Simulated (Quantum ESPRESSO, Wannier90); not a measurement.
## CdSe (wurtzite): Wannier90 run

```
begin unit_cell_cart
ang
    4.3460898497    0.0000000000    0.0000000000
   -2.1730449248    3.7638242170    0.0000000000
    0.0000000000    0.0000000000    7.0898400000
end unit_cell_cart
begin atoms_frac
Cd  -0.3333333333  0.3333333333  0.4999500000
Cd   0.3333333333 -0.3333333333 -0.0000500000
Se  -0.3333333333  0.3333333333 -0.1240900000
Se   0.3333333333 -0.3333333333  0.3759100000
end atoms_frac
```

Cell from Materials Project (mp-1070), symmetrised, no further relaxation. COD (Crystallography Open Database) has an entry of this formula and space group (matched by these alone). Method: LDA plane waves in Quantum ESPRESSO 7.5 (PseudoDojo norm-conserving files, 82 Ry, no spin polarisation, no spin-orbit coupling), Bloch states on a 6×6×4 mesh through Γ, Wannier90 4.0.1. Density: 12×12×6 mesh, Gaussian smearing 0.01 Ry. Spin-orbit coupling, left out, would split the p-like bands by a few tenths of an eV.

Functional, cutoff and mesh named above are those of the base row (1); the first column says what each row takes instead. Model: 16 functions from bands 19-20,31-58, start hydrogen-like Cd: s;p; Se: s;p, disentangled but not localised (num_iter = 0), frozen window tied to the conduction edge or Fermi level of each row, as listed, which moves Ω_I and hoppings a little by itself. Energies are relative to the valence-band maximum; the misfit is to pw.x on a path, for states up to 1.3 eV relative to the valence-band maximum. The lattice is scaled uniformly, fractional positions fixed. The disentangled Ω_I can sit in another minimum from row to row.

```json
[
 {"scale": "0.97", "frozen to (eV)": "2.02", "Ω_I (Å²)": "26.24", "rms misfit (meV)": "2.4", "gap (eV)": "0.52", "bottom of band 19 (eV)": "-13.05", "on-site Cd1 pz minus Cd1 s (eV)": "4.98", "hopping modulus Se4 pz – Cd2 pz, R = 0 0 0 (eV)": "2.600", "hopping modulus Se4 pz – Cd2 s, R = 0 0 0 (eV)": "2.075", "hopping modulus Cd1 s – Se4 s, R = 0 1 0 (eV)": "1.195"},
 {"scale": "0.985", "frozen to (eV)": "1.92", "Ω_I (Å²)": "25.91", "rms misfit (meV)": "2.0", "gap (eV)": "0.42", "bottom of band 19 (eV)": "-12.77", "on-site Cd1 pz minus Cd1 s (eV)": "5.05", "hopping modulus Se4 pz – Cd2 pz, R = 0 0 0 (eV)": "2.526", "hopping modulus Se4 pz – Cd2 s, R = 0 0 0 (eV)": "1.984", "hopping modulus Cd1 s – Se4 s, R = 0 1 0 (eV)": "1.116"},
 {"scale": "1", "frozen to (eV)": "1.82", "Ω_I (Å²)": "25.61", "rms misfit (meV)": "2.1", "gap (eV)": "0.32", "bottom of band 19 (eV)": "-12.52", "on-site Cd1 pz minus Cd1 s (eV)": "5.11", "hopping modulus Se4 pz – Cd2 pz, R = 0 0 0 (eV)": "2.454", "hopping modulus Se4 pz – Cd2 s, R = 0 0 0 (eV)": "1.896", "hopping modulus Cd1 s – Se4 s, R = 0 1 0 (eV)": "1.042"},
 {"scale": "1.015", "frozen to (eV)": "1.73", "Ω_I (Å²)": "25.40", "rms misfit (meV)": "1.9", "gap (eV)": "0.23", "bottom of band 19 (eV)": "-12.29", "on-site Cd1 pz minus Cd1 s (eV)": "5.17", "hopping modulus Se4 pz – Cd2 pz, R = 0 0 0 (eV)": "2.376", "hopping modulus Se4 pz – Cd2 s, R = 0 0 0 (eV)": "1.812", "hopping modulus Cd1 s – Se4 s, R = 0 1 0 (eV)": "0.973"},
 {"scale": "1.03", "frozen to (eV)": "1.64", "Ω_I (Å²)": "25.24", "rms misfit (meV)": "1.9", "gap (eV)": "0.14", "bottom of band 19 (eV)": "-12.09", "on-site Cd1 pz minus Cd1 s (eV)": "5.21", "hopping modulus Se4 pz – Cd2 pz, R = 0 0 0 (eV)": "2.300", "hopping modulus Se4 pz – Cd2 s, R = 0 0 0 (eV)": "1.730", "hopping modulus Cd1 s – Se4 s, R = 0 1 0 (eV)": "0.908"}
]
```
